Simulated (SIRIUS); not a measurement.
Set-up for a self-consistent single point of CsSnI3 (Pm-3m, 5 atoms in the cell; from Materials Project mp-614013, changed as shown).

```
CELL_PARAMETERS angstrom
      6.16050     0.00000     0.00000
      0.00000     6.16050     0.00000
      0.00000     0.00000     6.16050
ATOMIC_POSITIONS crystal
  Cs 0.50000 0.50000 0.50000
  Sn 0.00000 0.00000 0.00000
  I  0.50000 0.00000 0.00000
  I  0.00000 0.50000 0.00000
  I  0.00000 0.00000 0.50000
```

Level of theory: PBE, SSSP 1.1.2 precision PBE pseudopotentials (plane waves; SIRIUS).

SIRIUS settings:

* **parameters.ngridk**: 4 4 4
* **parameters.xc_functionals**: [XC_GGA_X_PBE, XC_GGA_C_PBE]
* **parameters.gk_cutoff**: 9.487 1/bohr
* **parameters.pw_cutoff**: 30 1/bohr
* **parameters.smearing**: fermi_dirac
* **parameters.smearing_width**: 0.000734986 Ha
* **potentials**: SSSP 1.1.2 precision PBE pseudopotentials
* **parameters.electronic_structure_method**: pseudopotential
* **parameters.num_bands**: 26
* **parameters.num_mag_dims**: 0
* **parameters.num_dft_iter**: 100
* **parameters.energy_tol**: 1e-07 Ha
* **parameters.density_tol**: 1e-06
* **mixer.type**: anderson
* **mixer.beta**: 0.7
* **mixer.use_hartree**: true

Results:

| Quantity | Value |
|---|---|
| Number of valence electrons | 44 |
| Number of bands | 26 |
| Number of k-points after the program's reduction | 10 |
| Number of plane waves (most at a k-point) | 22784 |
| Number of SCF iterations | 13 |
| FFT grid | 120 × 120 × 120 |
| Free energy E − TS | -18549.5920 eV |
| Top of the valence band (on the code's own zero) | 4.59 eV |
| Gap on the k-point mesh | 0.16 eV |
| Pressure | 1.22 GPa |

Stress (GPa, positive for compression):
```
1.22  0.00  0.00
0.00  1.22  0.00
0.00  0.00  1.22
```

Gaps are taken between levels on the mesh.

For comparison: a first run was changed to give this one (lattice scaled by 0.98), and from it to this one the free energy rises by 11.6 meV/atom, the pressure goes from 0.11 to 1.22 GPa and the gap on the mesh goes from 0.432 to 0.156 eV.

Spin-orbit coupling is left out, which matters for bands and gaps with elements this heavy. The structure comes from a collection of computed structures, made at another level of theory; the collection holds predicted forms beside known ones.

Cost on one core: about 6 core-minutes (a rough figure).
